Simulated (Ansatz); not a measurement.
## YbAlGa with hamiltonian.hubbard changed

Computed with the plane-wave PAW code Ansatz (scalar-relativistic, PAW set soft_2): PBEsol, no spin polarisation, 420 eV cutoff, k-mesh 3×3×3. These are the settings of the reference run.

Cell:

```
cell
1.0
     0.0000    0.0000   -6.9458
     0.0000    7.6836    0.0000
     6.6542   -3.8418    0.0000
Al Ga Yb
6 6 6
Direct
  0.2500 0.3333 0.3333
  0.2500 0.6667 0.0000
  0.2500 0.0000 0.6667
  0.7500 0.3333 0.0000
  0.7500 0.6667 0.6667
  0.7500 0.0000 0.3333
  0.7500 0.3333 0.3333
  0.7500 0.6667 0.0000
  0.7500 0.0000 0.6667
  0.2500 0.3333 0.0000
  0.2500 0.6667 0.6667
  0.2500 0.0000 0.3333
  0.0000 0.0000 0.0000
  0.0000 0.3333 0.6667
  0.0000 0.6667 0.3333
  0.5000 0.0000 0.0000
  0.5000 0.3333 0.6667
  0.5000 0.6667 0.3333
```

The reference run of this cell is solved again as a single point with these keys changed:

| key | reference run | changed run |
| --- | --- | --- |
| hamiltonian.hubbard | not typed | {sites: [{species: Yb, l: f, u_eff: 5.0}], double_counting: fll} |

Question: How does the changed run end?

Answer: 

| quantity | reference run | changed run |
| --- | --- | --- |
| pressure (GPa) | 0.0 | 1.8 |
| largest force (eV/Å) | 0.00 | 0.00 |
| gap on the mesh (eV) | 0.00 | 0.00 |

The Hamiltonian isn't the same, so energies aren't compared. It took 10 iterations.

Caveats: the reference run: 4f shell without a U, which puts 4f levels too near the Fermi level; a single point, atoms not relaxed again; a change of U can also leave the f or d shell in another state.
